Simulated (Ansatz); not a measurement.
**In₃Se: stationary points along a deformation path**

These are results of Ansatz 0.2.0, DFT PBE+D3(BJ), scalar-relativistic, plane waves, PAW, not measurements. The runs took a 420 eV cutoff, a Γ-centred 12×12×12 mesh and Gaussian smearing (0.15 eV). No spin polarisation. Energies are free energies at this smearing, counted from the undisturbed cell; pressure is positive in compression.

The undisturbed cell (relaxed at this level; with this scan's settings it stands at 0.1 GPa; it needn't be the usual structure):

```
In Se
1.0
     4.70090    0.00000    0.00000
     0.00000    4.70090    0.00000
     0.00000    0.00000    4.70090
In Se
3 1
Direct
  0.00000 0.50000 0.50000
  0.50000 0.00000 0.50000
  0.50000 0.50000 0.00000
  0.00000 0.00000 0.00000
```

At fixed volume and fractional coordinates, lengths along (0.000, 0.000, 1.000) are scaled against those across it; ρ is that ratio over its starting value. V = 25.971 Å³/atom. Δσ is the stress along the axis less the mean stress across it (compression positive).

```
    ρ  ΔE (meV/atom)  Δσ (GPa) space group
0.707           20.1      2.20       P4/mmm
0.850            5.7      0.57       P4/mmm
1.000            0.0      0.00        Pm-3m
1.200           18.2     -2.20       P4/mmm
1.414           73.7     -4.06       P4/mmm
```

**Question.** How does the stress give the slope of the energy, and where is the energy stationary?

**Answer.** Along the path d ln(length) is 2/3 d ln ρ on the axis and −1/3 d ln ρ across it, so dE/d ln ρ = −(2/3) V Δσ: the energy falls with ρ where Δσ is positive. Δσ vanishes or changes sign at ρ = 1.000 (Pm-3m), a minimum at 0.0 meV/atom. Pairs of stationary points between two samples would go unseen, and could change a minimum read from distant neighbours into a maximum. At ρ = 1.000 the cell is cubic, where symmetry alone makes the stress isotropic and the slope zero.

In a metal these slopes depend on the k mesh and the smearing.